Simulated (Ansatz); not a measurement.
Relaxed candidate structures of As:

A. Fd-3m, origin choice 1 (No. 227), cF8, diamond type; a = 6.007 Å, b = 6.007 Å, c = 6.007 Å, α = 90.00°, β = 90.00°, γ = 90.00°; As 8a (0.000, 0.000, 0.000)

B. I4₁32 (No. 214), cI8; a = b = c = 6.9021 Å, α = β = γ = 90.00°; As 8a (0.125, 0.125, 0.125)

C. Pm-3m (No. 221), cP1; a = b = c = 2.6894 Å, α = β = γ = 90.00°; As 1b (0.500, 0.500, 0.500)

D. R-3m, hexagonal axes (No. 166), hR2; a = b = 3.782 Å, c = 10.102 Å, α = β = 90.00°, γ = 120.00°; As 6c (0.000, 0.000, 0.230)

Question: Order them by energy per atom (lowest first) at the level PBEsol (plane waves to 420 eV, PAW, scalar-relativistic; Ansatz, a quantum-chemistry and plane-wave program).

Answer: D (reference, the lowest of the structures calculated here), C (+0.08 eV/atom), A (+0.38 eV/atom), B (+0.78 eV/atom)

 2 generated cells of layers, chains or molecules, poorly bound without dispersion, are left out. Each run could gain symmetry but not lose that of its start, so entries can be saddle points. From databases, or of a type measured for this composition: R-3m, hR2; the others are generated cells (placed on structure types, drawn at random, substituted or restacked) that were not matched to a known phase here. Energies are at zero temperature and pressure, without zero-point motion. No spin polarisation in the result.
